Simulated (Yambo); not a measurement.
```
CELL_PARAMETERS angstrom
      3.30597    -3.49487     0.00000
      3.30597     3.49487     0.00000
      0.00000     0.00000     4.36644
ATOMIC_POSITIONS crystal
  Cu 0.41291 0.58709 0.75000
  Cu 0.58709 0.41291 0.25000
  I  0.78632 0.21368 0.75000
  I  0.21368 0.78632 0.25000
```

CuI (space group Cmcm, No. 63): mean Im ε in 1 eV windows above the direct gap of 1.47 eV, for different electron-hole kernels (Yambo, broadening 0.15 eV, PBEsol (pw.x of Quantum ESPRESSO, ONCV potentials, scalar-relativistic) bands; 4×4×6 mesh, 15 valence and 6 conduction bands, static screening with 70 bands and a 4 Ry block, scissor 0.72 eV, Tamm-Dancoff; field along x).

```json
[
 {"window (eV)": "1.5 to 2.5", "independent quasiparticles": "0.2", "RPA (no attraction)": "0.2", "BSE": "0.3"},
 {"window (eV)": "2.5 to 3.5", "independent quasiparticles": "0.9", "RPA (no attraction)": "0.9", "BSE": "3.1"},
 {"window (eV)": "3.5 to 4.5", "independent quasiparticles": "4.8", "RPA (no attraction)": "4.5", "BSE": "8.1"},
 {"window (eV)": "4.5 to 5.5", "independent quasiparticles": "7.4", "RPA (no attraction)": "6.4", "BSE": "7.0"},
 {"window (eV)": "5.5 to 6.5", "independent quasiparticles": "6.5", "RPA (no attraction)": "6.0", "BSE": "3.8"}
]
```

This run doesn't resolve bound excitons or single peaks, so only averages are given, and they too depend on the mesh; weight that the attraction moves below the gap isn't listed. All transitions below 7.13 eV are in the band window. The scissor comes from a G0W0 run whose convergence isn't established.

Spin-orbit coupling is left out, which matters for elements this heavy: edges can move by tenths of an eV. The filled Cu 3d shell has no Hubbard U; semilocal functionals place it too high.

Geometry relaxed with PBE+D3(BJ).

This is not the ordinary phase of the substance; no match was found in the copy of COD used, and its stability was not checked.
